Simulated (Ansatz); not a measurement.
A distorted cell of BaLiF3 (cubic perovskite):

```xyz
10
Lattice="7.7754 0.0000 0.0000 3.8877 3.8877 0.0000 3.8877 0.0000 3.8877" Properties=species:S:1:pos:R:3 pbc="T T T"
Ba     0.0000     0.0000     0.0000
Ba     3.8877     0.0000     0.0000
Li     9.7192     1.9438     1.9438
Li     5.8315     1.9438     1.9438
F      7.7754     1.9438     1.9438
F     11.6630     1.9438     1.9438
F      9.7192     0.0000     1.9772
F      5.8315     0.0000     1.9105
F      9.7192     1.9105     0.0000
F      5.8315     1.9772     0.0000
```

These are LDA (plane waves to 420 eV, PAW, scalar-relativistic; Ansatz, a first-principles code) values and carry that method's errors. k mesh 9×9×9 (Γ-centred), Fermi-Dirac smearing 0.05 eV. Compression counts positive. BaLiF3 was relaxed with its symmetry unable to fall.

Task: Predict the force on every atom, in eV/Å.

Result: 
```json
[
 {"atom": "Ba1", "Fx": "0.000", "Fy": "0.000", "Fz": "0.000"},
 {"atom": "Ba2", "Fx": "0.000", "Fy": "0.000", "Fz": "0.000"},
 {"atom": "Li3", "Fx": "0.000", "Fy": "0.000", "Fz": "0.000"},
 {"atom": "Li4", "Fx": "0.000", "Fy": "0.000", "Fz": "0.000"},
 {"atom": "F5", "Fx": "0.000", "Fy": "0.000", "Fz": "0.000"},
 {"atom": "F6", "Fx": "0.000", "Fy": "0.000", "Fz": "0.000"},
 {"atom": "F7", "Fx": "0.000", "Fy": "0.000", "Fz": "-0.028"},
 {"atom": "F8", "Fx": "0.000", "Fy": "0.000", "Fz": "0.028"},
 {"atom": "F9", "Fx": "0.000", "Fy": "0.028", "Fz": "0.000"},
 {"atom": "F10", "Fx": "0.000", "Fy": "-0.028", "Fz": "0.000"}
]
```

(For displaced atoms, the force is minus the slope of the energy, and its curvature is a force constant, which sets phonon frequencies.)
